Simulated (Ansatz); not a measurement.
Sr$_{2}$Ti: relaxation (Ansatz)

input.yaml:

```yaml
crystal:
  lattice:
    - [3.81405093, 0.0, 0.0]
    - [-1.90702547, 3.30306698, 0.0]
    - [0.0, 0.0, 6.44776706]
  atoms:
    - { symbol: Sr, position: [0.3333, 0.6667, 0.25] }
    - { symbol: Sr, position: [0.6667, 0.3333, 0.75] }
    - { symbol: Ti, position: [0.0, 0.0, 0.0] }
  symmetry: { tolerance: 0.0003 }
kpoints:
  mp_grid: { grid: [10, 10, 5], shift: [0, 0, 0] }
magnetization:
  spin_polarized: false
scf:
  occupations: { method: fermi_dirac }
  lower_state_search: "off"
hamiltonian:
  pseudopotentials: { kind: paw }
  xc: lda
basis:
  ecutwfc: 420
  fft_grid_basis: typed
relax:
  max_steps: 80
  cell: { p_target: 0.0 }
  f_tol: 0.03
output:
  forces: true
  stress: true
  eigenvalues: true
  bader: true
  populations: true
  elf: true
  write_potential: true
  volumetric_format: npy
  dos:
    e_range: [-12, 8]
    de: 0.05
    projected: { site_lists: { Sr: [Sr], Ti: [Ti] } }
checkpoint:
  read: saved_state
```

Run with:

```bash
ansatz run input.yaml --threads 2 --pin off --max-ram 2560MiB --backend cpu --events-out ev --progress --plain --runs-dir out
```

Origin of the cell: a known structure type with other elements, at an estimated volume, so it need not be a known compound.

The smearing width isn't typed, so it takes its default of 0.1 eV.

The saved state is a converged single point of the same cell.

Steps («new basis» is an SCF on plane waves selected anew at the same cell):

```
step  ΔF (meV/atom)  max force component (eV/Å)  P (GPa)  volume (Å³)  SCF iterations   step was
   1            0.0                       2.258    11.00        81.23               6   accepted
   2         -310.4                       0.818     5.91        86.57               8   accepted
   3         -428.8                       0.279     3.21        91.18               7   accepted
   4         -503.6                       0.021     1.59        94.16               7   accepted
   5         -558.6                       0.083     1.08        93.74               7   accepted
   6         -602.6                       0.005     0.42        94.08               6   accepted
   7         -622.7                       0.050     0.05        92.47               6   accepted
   8         -623.0                       0.014    -0.06        92.74               6   accepted
   9         -623.0                       0.003     0.04        92.41               6   accepted
  10         -623.0                       0.000    -0.01        92.54               6   accepted
  11         -652.4                       0.003     1.10        92.54               8  new basis
  12         -663.8                       0.017     0.43        94.77               6   accepted
  13         -666.1                       0.005    -0.10        96.69               6   accepted
  14         -666.2                       0.001     0.00        96.27               6   accepted
  15         -666.4                       0.001     0.00        96.27               6  new basis
```

Before:

Space group P-3m1 (No. 164); the run's cell has a = 3.814 Å, b = 3.814 Å, c = 6.448 Å, α = 90.00°, β = 90.00°, γ = 120.00°. Shortest distances: Sr–Ti 2.73 Å.

After:

Space group P-3m1 (No. 164); the run's cell has a = 3.581 Å, b = 3.581 Å, c = 8.668 Å, α = 90.00°, β = 90.00°, γ = 120.00°. Shortest distances: Sr–Ti 3.28 Å, Sr–Sr 3.58 Å, Ti–Ti 3.58 Å.

```yaml
crystal:
  lattice:
    - [3.58121, 0.00000, 0.00000]
    - [-1.79060, 3.10142, 0.00000]
    - [0.00000, 0.00000, 8.66775]
  atoms:
    - { symbol: Sr, position: [0.33333, 0.66667, 0.29399] }
    - { symbol: Sr, position: [0.66667, 0.33333, 0.70601] }
    - { symbol: Ti, position: [0.00000, 0.00000, 0.00000] }
```

| Quantity | Value |
| --- | --- |
| Free energy lowered by | 666.4 meV/atom |
| Volume change | 18.52 % |
| Final pressure | 0.00 GPa |
| Relaxation steps listed | 15 |
| Gap on the mesh | none (metal) |

Caveats: no dispersion correction, so spacings can come out too large where layers or molecules are weakly bound; no moments, though an odd count or open d shells may carry them; the relaxation held the start's symmetry, so the end may be a saddle point.

It ran for 72 s of wall time on 2 CPU thread(s) of a shared host, from a saved density.
